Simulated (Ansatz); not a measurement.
The relaxed structure here is a generated cell of Ru: the first start was made by placing the elements on the sites of a structure type, and the end was not matched to a known phase here, so it may be hypothetical. Known forms of Ru include space group No. 194.

A relaxed cell of Ru (I4₁/amd (No. 141)), relaxed on a k-mesh at least as fine as the one used below. All values below come from r2SCAN (plane waves to 500 eV, PAW, scalar-relativistic; Ansatz, an electronic-structure program). Γ-centred k-mesh 13×13×5 on the run's cell (coarser than for final values), Fermi–Dirac smearing 0.05 eV.

```xyz
4
Lattice="-2.3380 2.3380 1.3932 2.3380 -2.3380 1.3932 4.6759 4.6759 -2.7864" Properties=species:S:1:pos:R:3 pbc="T T T"
Ru     0.0000     2.3380     0.6966
Ru     2.3380     4.6759    -0.6966
Ru     0.0000     0.0000     0.0000
Ru     2.3380     2.3380    -1.3932
```

The atoms are displaced by (Å):

```
atom      ux      uy      uz
----  ------  ------  ------
Ru1   -0.015  -0.045  -0.003
Ru2   -0.020   0.035   0.028
Ru3    0.004   0.116   0.039
Ru4   -0.034  -0.020  -0.030
```

### Question
What forces (eV/Å) and pressure result?

### Answer
```csv
atom,Fx,Fy,Fz
Ru1,0.04,1.19,0.05
Ru2,-0.15,-0.28,-0.13
Ru3,-0.45,-1.44,0.00
Ru4,0.56,0.53,0.08
```

Pressure +1.5 GPa.

The undisplaced cell is probably no minimum: from this displacement the run went on to P6₃/mmc (No. 194), 0.93 eV/atom below it.

No spin polarisation in the result.
